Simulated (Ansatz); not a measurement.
A 12-atom cell of HfSiO4 (I4_1/amd) from a materials database, relaxed with r2SCAN in the PAW code Ansatz. It is tetragonal, I4_1/amd (No. 141); conventional cell a = 6.582 Å, c = 5.972 Å, 10.78 Å³ an atom. Hf has 8 O at 2.12–2.26 Å; Si has 4 O at 1.62 Å; O has 1 Si at 1.62 Å and 2 Hf at 2.12–2.26 Å.

The axes x, y and z are those of this cell:
```yaml
crystal:
  lattice:
    - [-3.29082, 3.29082, 2.98577]
    - [3.29082, -3.29082, 2.98577]
    - [3.29082, 3.29082, -2.98577]
  atoms:
    - { symbol: Hf, position: [0.00000, 0.00000, 0.00000] }
    - { symbol: Hf, position: [0.75000, 0.25000, 0.50000] }
    - { symbol: Si, position: [0.25000, 0.75000, 0.50000] }
    - { symbol: Si, position: [0.50000, 0.50000, 0.00000] }
    - { symbol: O, position: [0.13525, 0.31988, 0.81537] }
    - { symbol: O, position: [0.06988, 0.75451, 0.68463] }
    - { symbol: O, position: [0.06988, 0.38525, 0.31537] }
    - { symbol: O, position: [0.50451, 0.31988, 0.18463] }
    - { symbol: O, position: [0.68012, 0.49549, 0.81537] }
    - { symbol: O, position: [0.61475, 0.93012, 0.68463] }
    - { symbol: O, position: [0.24549, 0.93012, 0.31537] }
    - { symbol: O, position: [0.68012, 0.86475, 0.18463] }
```

Unstrained: PBE gives an indirect gap of 5.428 eV, from Γ to k = (0.188, 0.302, 1/4); the least direct gap is 5.794 eV at Γ–P (0.67 of the way from Γ). The lowest empty level at X lies only 21 meV higher, so the place of the conduction bottom isn't settled. r2SCAN gives an indirect gap of 5.997 eV, from Γ to k = (0.188, 0.302, 1/4); the least direct gap is 6.367 eV at Γ–P (0.67 of the way from Γ). The lowest empty level at X lies only 26 meV higher, so the place of the conduction bottom isn't settled. HSE06 gives an indirect gap of 7.244 eV, from Γ–Z (0.11 of the way from Γ) to k = (0.188, 0.302, 1/4); the least direct gap is 7.647 eV at Γ–P (0.67 of the way from Γ). The lowest empty level at X lies only 23 meV higher, so the place of the conduction bottom isn't settled. Meshes: PBE 6×6×6, r2SCAN 6×6×6, HSE06 4×4×4. Strains are changes of length per length. After each strain the atoms were relaxed again with r2SCAN in this cell and within any symmetry left, so distortions that break it or need a larger cell weren't tested; points keep the names that they have in the unstrained zone. No spin polarisation and no zero-point or thermal motion.

Question: Estimate what uniaxial +3.0 % along z, other directions held does to the gap.

Answer: PBE: the gap goes from 5.428 to 5.266 eV (-0.162 eV); the edges go from Γ → (0.188, 0.302, 1/4) to Γ → Γ–X (0.91). r2SCAN: the gap goes from 5.997 to 5.834 eV (-0.163 eV); the edges go from Γ → (0.188, 0.302, 1/4) to Γ → Γ–X (0.91). HSE06: the gap goes from 7.244 to 7.062 eV (-0.182 eV); the edges go from Γ–Z (0.11) → (0.188, 0.302, 1/4) to Γ → Γ–X (0.91). The r2SCAN energy rises by 14.0 meV an atom.

Question: Apply uniaxial +1.0 % along z, other directions held. How far does the gap move, against the unstrained cell?

Answer: PBE: the gap goes from 5.428 to 5.379 eV (-0.049 eV); the edges go from Γ → (0.188, 0.302, 1/4) to Γ → (1/6, 0.271, 0.281). r2SCAN: the gap goes from 5.997 to 5.945 eV (-0.052 eV); the edges go from Γ → (0.188, 0.302, 1/4) to Γ → (1/6, 0.271, 0.281). HSE06: the gap goes from 7.244 to 7.189 eV (-0.055 eV); the edges go from Γ–Z (0.11) → (0.188, 0.302, 1/4) to Γ → (1/6, 0.271, 0.281). The r2SCAN energy rises by 1.6 meV an atom.

Question: Estimate what uniaxial -2.0 % along z, other directions held does to the gap.

Answer: PBE: the gap goes from 5.428 to 5.518 eV (+0.090 eV); the edges go from Γ → (0.188, 0.302, 1/4) to Γ–Z (0.18) → (0.193, 1/3, 0.234). r2SCAN: the gap goes from 5.997 to 6.092 eV (+0.095 eV); the edges go from Γ → (0.188, 0.302, 1/4) to Γ–Z (0.18) → (0.193, 1/3, 0.234). HSE06: the gap goes from 7.244 to 7.344 eV (+0.100 eV); the edges go from Γ–Z (0.11) → (0.188, 0.302, 1/4) to Γ–Z (0.18) → (0.193, 1/3, 0.234). The r2SCAN energy rises by 7.1 meV an atom.

Question: Apply uniaxial +2.0 % along z, other directions held. How far does the gap move, against the unstrained cell?

Answer: PBE: the gap goes from 5.428 to 5.328 eV (-0.100 eV); the edges go from Γ → (0.188, 0.302, 1/4) to Γ → Γ–X (0.93). r2SCAN: the gap goes from 5.997 to 5.898 eV (-0.099 eV); the edges go from Γ → (0.188, 0.302, 1/4) to Γ → Γ–X (0.93). HSE06: the gap goes from 7.244 to 7.131 eV (-0.113 eV); the edges go from Γ–Z (0.11) → (0.188, 0.302, 1/4) to Γ → Γ–X (0.93). The r2SCAN energy rises by 6.4 meV an atom.

Question: Apply uniaxial -3.0 % along z, other directions held. How far does the gap move, against the unstrained cell?

Answer: PBE: the gap goes from 5.428 to 5.558 eV (+0.130 eV); the edges go from Γ → (0.188, 0.302, 1/4) to Γ–Z (0.23) → (0.198, 0.354, 0.224). r2SCAN: the gap goes from 5.997 to 6.135 eV (+0.138 eV); the edges go from Γ → (0.188, 0.302, 1/4) to Γ–Z (0.23) → (0.198, 0.354, 0.224). HSE06: the gap goes from 7.244 to 7.388 eV (+0.145 eV); the edges go from Γ–Z (0.11) → (0.188, 0.302, 1/4) to Γ–Z (0.23) → (0.198, 0.354, 0.224). The r2SCAN energy rises by 16.3 meV an atom.

Question: Apply uniaxial -1.0 % along z, other directions held. How far does the gap move, against the unstrained cell?

Answer: PBE: the gap goes from 5.428 to 5.474 eV (+0.046 eV); the edges go from Γ → (0.188, 0.302, 1/4) to Γ–Z (0.16) → (0.188, 0.312, 1/4). r2SCAN: the gap goes from 5.997 to 6.046 eV (+0.049 eV); the edges go from Γ → (0.188, 0.302, 1/4) to Γ–Z (0.16) → (0.188, 0.312, 1/4). HSE06: the gap goes from 7.244 to 7.295 eV (+0.051 eV). The r2SCAN energy rises by 1.7 meV an atom.

Spin-orbit coupling is left out.

Where an edge lies off the special points, it is a point of the mesh or the k point where a search put PBE's edge or least direct gap, reused for the other functionals, whose own edges may lie a little apart.

Coordinates of k points refer to the reciprocal vectors of the primitive cell of the runs.

The meshes of the hybrids are coarse, so their gaps aren't converged to the digits shown.
